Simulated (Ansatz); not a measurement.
Several occupations of a fcc lattice at one composition, 6 Cu, 5 Ru, 9 Au. Sites, in fractions of the cell -5.892 3.928 1.964; 5.892 3.928 -1.964; -1.964 -3.928 -5.892 Å:

| cell | sites |
| --- | --- |
| all | Au (0.30 0.10 0.40), Au (0.45 0.15 0.10), Au (0.55 0.85 0.90) |
| 1 | Au (0.10 0.70 0.80), Au (0.20 0.40 0.60), Au (0.40 0.80 0.20), Au (0.50 0.50 0.00), Au (0.75 0.25 0.50), Au (0.95 0.65 0.10), Cu (0.05 0.35 0.90), Cu (0.35 0.45 0.30), Cu (0.60 0.20 0.80), Cu (0.65 0.55 0.70), Cu (0.70 0.90 0.60), Cu (0.80 0.60 0.40), Ru (0.00 0.00 0.00), Ru (0.15 0.05 0.70), Ru (0.25 0.75 0.50), Ru (0.85 0.95 0.30), Ru (0.90 0.30 0.20) |
| 2 | Au (0.05 0.35 0.90), Au (0.10 0.70 0.80), Au (0.25 0.75 0.50), Au (0.35 0.45 0.30), Au (0.65 0.55 0.70), Au (0.85 0.95 0.30), Cu (0.00 0.00 0.00), Cu (0.15 0.05 0.70), Cu (0.50 0.50 0.00), Cu (0.75 0.25 0.50), Cu (0.80 0.60 0.40), Cu (0.90 0.30 0.20), Ru (0.20 0.40 0.60), Ru (0.40 0.80 0.20), Ru (0.60 0.20 0.80), Ru (0.70 0.90 0.60), Ru (0.95 0.65 0.10) |
| 3 | Au (0.00 0.00 0.00), Au (0.25 0.75 0.50), Au (0.35 0.45 0.30), Au (0.65 0.55 0.70), Au (0.80 0.60 0.40), Au (0.90 0.30 0.20), Cu (0.10 0.70 0.80), Cu (0.40 0.80 0.20), Cu (0.70 0.90 0.60), Cu (0.75 0.25 0.50), Cu (0.85 0.95 0.30), Cu (0.95 0.65 0.10), Ru (0.05 0.35 0.90), Ru (0.15 0.05 0.70), Ru (0.20 0.40 0.60), Ru (0.50 0.50 0.00), Ru (0.60 0.20 0.80) |

Each was relaxed without symmetry on coarser meshes and computed once more. All numbers below come from DFT PBE, scalar-relativistic, plane waves, PAW (Ansatz).

Cutoff 420 eV; k points 6×6×6 on the computed 20-atom cell (Γ-centred); Gaussian smearing, width 0.10 eV; no spin polarisation.

Warren–Cowley parameters of the first shell of the sublattice with most elements (negative: unlike neighbours preferred):
```tsv
cell	Au-Cu	Au-Ru	Cu-Ru
1	0.01	-0.04	0.00
2	-0.17	-0.26	0.00
3	-0.02	0.07	0.06
```

Task: Which occupation is lowest in energy, and by how much?

Result: Cells 3, 1 are lowest, within 8 meV/atom of each other and so too close to rank here.
```
cell E − E(lowest) (meV/atom) V (Å³/atom)
   3                       0.0        15.41
   1                       0.6        15.27
   2                      45.1        15.29
```

The final mesh leaves forces up to 0.17 eV/Å and stresses up to 0.7 GPa: the relaxation ran on a coarser mesh, so the cell's shape, its bonds and its energy belong partly to that mesh.

Spin–orbit coupling is left out, which can shift energies with elements as heavy as these.

Cost: 6 runs of about 27 core-minutes in all (earlier runs that led there not counted), on AMD EPYC 9R45 (Zen 5) (shared hosts).